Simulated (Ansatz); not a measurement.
Input and output of a single-point calculation on InSe (started from an entry of an open crystallographic database) (the plane-wave code Ansatz, PBE0). Cell and atoms come from a relaxation with r2SCAN+rVV10.

Input file:
```yaml
crystal:
  lattice:
    - [4.0181119053, 0.0, 0.0]
    - [-2.0090559527, 3.4797869852, 0.0]
    - [0.0, 0.0, 16.9256135378]
  atoms:
    - { symbol: In, position: [0.3333333333, 0.6666666667, 0.1677023332] }
    - { symbol: In, position: [0.6666666667, 0.3333333333, 0.6677023332] }
    - { symbol: In, position: [0.3333333333, 0.6666666667, 0.3322976668] }
    - { symbol: In, position: [0.6666666667, 0.3333333333, 0.8322976668] }
    - { symbol: Se, position: [0.3333333333, 0.6666666667, 0.5927860119] }
    - { symbol: Se, position: [0.6666666667, 0.3333333333, 0.0927860119] }
    - { symbol: Se, position: [0.3333333333, 0.6666666667, 0.9072139881] }
    - { symbol: Se, position: [0.6666666667, 0.3333333333, 0.4072139881] }
kpoints:
  mp_grid: { grid: [6, 6, 2] }
  band_path:
    path:
      - [0.0, 0.0, 0.0]
      - [0.5, 0.0, 0.0]
      - [0.3333333333, 0.3333333333, 0.0]
      - [0.0, 0.0, 0.5]
      - [0.5, 0.0, 0.5]
      - [0.3333333333, 0.3333333333, 0.5]
    npoints: 1
hamiltonian:
  xc: pbe0
scf:
  occupations: { method: fixed }
  n_extra_bands: 6
output:
  forces: true
  stress: true
  eigenvalues: true
```

Command: `ansatz run input.yaml --threads 4 --pin off --max-ram 7372MiB --backend cpu --events-out ev --progress --plain --runs-dir out`.

Q: What wall time did it need on 4 threads of Arm Neoverse V1, with other jobs on the host, and what peak of host memory did it reach?

A: About 5.7 min, with a peak of 5.8 GiB.

Output, abridged:
```
scf.n_extra_bands = 6 over 58 filled bands (N_el = 116.0): the run solves 64 bands
Pseudopotential: In, paw, valence charge 13, recommended cutoff 420 eV (normal)
Pseudopotential: Se, paw, valence charge 16, recommended cutoff 420 eV (normal)
Functional definition: PBE0
Crystal: 8 atoms, lattice volume = 236.657 Å³
Basis set: ecut = 420 eV, 4653 PW (Γ)
Symmetry: 24 space group operations
Space group: P63/mmc (ITA 194)
k-points: 14 of 72
[warm-up without exact exchange]
SCF iter   1: HF=-44271.766574 eV  Δρ=1.80e-3  dr2=1.97e-2
SCF iter   2: HF=-44271.771346 eV  Δρ=1.48e-3  dr2=3.55e-2
SCF iter   3: HF=-44271.765144 eV  Δρ=3.71e-4  dr2=9.29e-4
SCF iter   4: HF=-44271.765163 eV  Δρ=1.57e-4  dr2=3.50e-5
SCF iter   5: HF=-44271.765250 eV  Δρ=3.08e-5  dr2=1.44e-6
SCF 1 stopped early in 5 iterations: F = -44271.765254 eV  dr2 = 1.44e-6
[exact exchange on]
SCF iter   1: HF=-44290.779540 eV  Δρ=4.89e-3  dr2=6.41e-2
preconditioner: auto → none  [insulator: Δε(μ)=1.668 eV  ℏωp=21.0 eV]
SCF iter   2: HF=-44290.760089 eV  Δρ=2.56e-3  dr2=4.29e-2
SCF iter   3: HF=-44290.753763 eV  Δρ=1.23e-3  dr2=1.55e-2
SCF iter   4: HF=-44290.796389 eV  Δρ=1.48e-3  dr2=7.00e-3
SCF iter   5: HF=-44290.795044 eV  Δρ=7.22e-4  dr2=1.65e-3
SCF iter   6: HF=-44290.794744 eV  Δρ=1.60e-4  dr2=2.99e-4
SCF iter   7: HF=-44290.796431 eV  Δρ=1.83e-4  dr2=2.18e-4
SCF iter   8: HF=-44290.796381 eV  Δρ=2.24e-5  dr2=1.28e-5
SCF 2 stopped early in 8 iterations: F = -44290.796380 eV  dr2 = 1.28e-5
hybrid outer 1: dexx = +5.305e-2 eV, tail = 2.67e-4 eV
SCF iter   1: HF=-44290.796707 eV  Δρ=5.55e-5  dr2=1.74e-5
SCF iter   2: HF=-44290.796712 eV  Δρ=3.09e-5  dr2=1.99e-6
SCF iter   3: HF=-44290.796717 eV  Δρ=1.84e-5  dr2=7.05e-7
SCF iter   4: HF=-44290.796717 eV  Δρ=5.13e-6  dr2=7.53e-8
SCF iter   5: HF=-44290.796717 eV  Δρ=1.86e-6  dr2=1.26e-8
SCF iter   6: HF=-44290.796717 eV  Δρ=3.63e-7  dr2=2.46e-9
SCF iter   7: HF=-44290.796717 eV  Δρ=4.01e-7  dr2=6.81e-10
SCF 3 converged in 7 iterations: F = -44290.796717 eV  dr2 = 6.81e-10
hybrid outer 2: dexx = +7.393e-6 eV, tail = 1.68e-7 eV, Δε = 2.90e-3 eV, ΔF = 4.58e-3 eV/Å
SCF iter   1: HF=-44290.796718 eV  Δρ=1.34e-6  dr2=3.33e-9
SCF iter   2: HF=-44290.796718 eV  Δρ=4.47e-7  dr2=6.59e-10
SCF 4 converged in 2 iterations: F = -44290.796718 eV  dr2 = 6.59e-10
hybrid outer 3: dexx = +1.843e-9 eV, tail = 2.02e-9 eV, Δε = 5.36e-5 eV, ΔF = 2.69e-4 eV/Å
Free energy (F): -44290.796718 eV
Fermi energy:    6.350547 eV
--- Forces (eV/Å), atoms counted from 1 ---
  atom   1  In      0.00000      0.00000    -0.07835
  atom   2  In      0.00000      0.00000    -0.07835
  atom   3  In      0.00000      0.00000      0.07835
  atom   4  In      0.00000      0.00000      0.07835
  atom   5  Se      0.00000      0.00000      0.13040
  atom   6  Se      0.00000      0.00000      0.13040
  atom   7  Se      0.00000      0.00000    -0.13040
  atom   8  Se      0.00000      0.00000    -0.13040
--- Stress (GPa, compression-positive) ---
        0.520802       0.000000       0.000000
        0.000000       0.520802       0.000000
        0.000000       0.000000       0.627741
  P = ⅓ Tr σ = 0.5564 GPa (5.564 kbar)
--- Band table (eV; the first three rows and the last of 14) ---
  k-point 0: bands = […, 4.9123, 5.0128, 5.0128, 5.1031, 5.1031, 6.3505, 8.1355, 9.4229, 9.9071, 9.9137, …]
  k-point 1: bands = […, 5.0673, 5.0673, 5.0673, 5.0673, 5.5177, 5.5177, 8.8680, 8.8680, 9.9239, 9.9239, …]
  k-point 2: bands = […, 4.4650, 4.5811, 4.6894, 4.8179, 5.2231, 6.0950, 9.4239, 9.9865, 10.4014, 10.7267, …]
  k-point 13: bands = […, 3.4747, 3.4747, 3.7469, 3.7469, 4.6317, 4.6317, 9.3670, 9.3670, 10.2181, 10.2181, …]
```

The rows of the band table are 0: (0, 0, 0) = Γ, 1: (0, 0, -1/2) = A, 2: (0, 1/6, 0), 13: (1/3, 1/3, -1/2) = H.

Levels at the listed points, from bands.tsv (eV from the Fermi energy, bands near the gap, counted from 0):
```tsv
# k_distance	band_53	band_54	band_55	band_56	band_57	band_58	band_59	band_60	band_61
# fermi_ev = 6.350547
# [0, 0, 0] at k_distance = 0.000000
# [0.5, 0, 0] at k_distance = 0.902812
# [0.3333333333, 0.3333333333, 0] at k_distance = 1.424050
# [0, 0, 0.5] at k_distance = 2.482923
# [0.5, 0, 0.5] at k_distance = 3.385734
# [0.3333333333, 0.3333333333, 0.5] at k_distance = 3.906973
# levels_relative_to = fermi_ev
0.000	-1.338	-1.338	-1.247	-1.247	0.000	1.785	3.072	3.557	3.563
0.903	-2.473	-2.356	-2.264	-2.171	-1.493	2.487	2.638	3.180	3.447
1.424	-2.998	-2.374	-2.374	-1.841	-1.841	2.777	3.334	4.040	4.040
2.483	-1.283	-1.283	-1.283	-0.833	-0.833	2.517	2.517	3.573	3.573
3.386	-2.569	-2.337	-2.337	-1.822	-1.822	2.771	2.771	3.048	3.048
3.907	-2.876	-2.604	-2.604	-1.719	-1.719	3.016	3.016	3.868	3.868
```
In order the rows are Γ, M, K, A, L, H.

PBE0 gives a direct gap of 1.78 eV at Γ. The mean pressure at these positions is +0.6 GPa, compression counted positive. (The program warns that its thresholds are loose for a hybrid's stress.) The largest force is 0.13 eV/Å.

Spin-unpolarised throughout; all numbers are computed.

No spin-orbit coupling is included; it can move band edges with weight on the heavy atoms by tenths of an eV.

The meshes of the hybrids are coarse, so their gaps aren't converged to the digits shown.
